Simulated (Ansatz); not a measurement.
Relax this structure to zero stress and force, keeping its symmetry:

```yaml
crystal:
  lattice:
    - [0.00000, 1.98506, 1.98506]
    - [1.98506, 0.00000, 1.98506]
    - [1.98506, 1.98506, 0.00000]
  atoms:
    - { symbol: Pt, position: [0.00000, 0.00000, 0.00000] }
```

Theory: DFT LDA, scalar-relativistic, plane waves, PAW in Ansatz 0.2.0.

Cutoff 420 eV; k points 18×18×18 on the computed 1-atom cell (Γ-centred); Gaussian smearing, width 0.10 eV; no spin polarisation.

What does it relax to?

The volume drops by 0.89 Å³/atom to 14.76 Å³/atom, and the energy falls by 45.0 meV/atom. Final structure:
```xyz
1
Lattice="0.0000 1.9468 1.9468 1.9468 0.0000 1.9468 1.9468 1.9468 0.0000" Properties=species:S:1:pos:R:3 pbc="T T T"
Pt    0.0000    0.0000    0.0000
```

Spin–orbit coupling is left out, which can shift energies with elements as heavy as these.

Cost: 1 run of about 0.12 core-minutes, on Intel Xeon 6975P-C (Granite Rapids) (shared hosts).